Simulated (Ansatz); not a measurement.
CrO₂ (rutile)

```xyz
6
Lattice="4.3924 0.0000 0.0000 0.0000 4.3924 0.0000 0.0000 0.0000 2.8875" Properties=species:S:1:pos:R:3 pbc="T T T"
Cr     0.0000     0.0000     0.0000
Cr     2.1962     2.1962     1.4438
O      1.3322     1.3322     0.0000
O      3.5284     0.8640     1.4438
O      0.8640     3.5284     1.4438
O      3.0602     3.0602     0.0000
```

The relaxed cell is deformed in two ways at once: its volume V is scaled, and at that volume it is stretched along z (the c axis of the conventional cell) so that c/a changes. Fractional atomic positions are held.

The numbers are results of PBEsol (plane waves to 420 eV, PAW, scalar-relativistic; Ansatz, a quantum-chemistry and plane-wave program), not measurements. k mesh 11×11×16 (Γ-centred), Fermi-Dirac smearing 0.05 eV. The energy includes the smearing's −TS. As the atoms are clamped, bonds stretch with the cell, which overstates energies and stresses. With partly filled bands, the response to shear is sensitive to the k mesh, so small differences along c/a are uncertain. CrO2 is run spin-polarised and with no Hubbard U. CrO2 was relaxed with its symmetry unable to fall. Relaxed CrO2 ends ferromagnetic. Other magnetic orders were not checked, so this need not be the ground state. ΔE is measured from the relaxed starting cell.

**Question.** Estimate the ΔE (meV/atom) for all points of the grid V/V₀ = 0.920, 0.960, 1.000, 1.040, 1.080 by (c/a)/(c/a)₀ = 0.920, 0.960, 1.000, 1.040, 1.080.

**Answer.** ΔE (meV/atom), with V/V₀ across and (c/a)/(c/a)₀ down:

| (c/a)/(c/a)₀ \ V/V₀ | 0.920 | 0.960 | 1.000 | 1.040 | 1.080 |
|---|---|---|---|---|---|
| 0.920 | 116 | 61 | 39 | 42 | 66 |
| 0.960 | 76 | 27 | 9 | 17 | 45 |
| 1.000 | 58 | 13 | 0 | 12 | 43 |
| 1.040 | 60 | 19 | 8 | 22 | 55 |
| 1.080 | 80 | 40 | 31 | 46 | 80 |

(Under strain, the slope of the energy per volume gives the stress and its curvature an elastic modulus.)
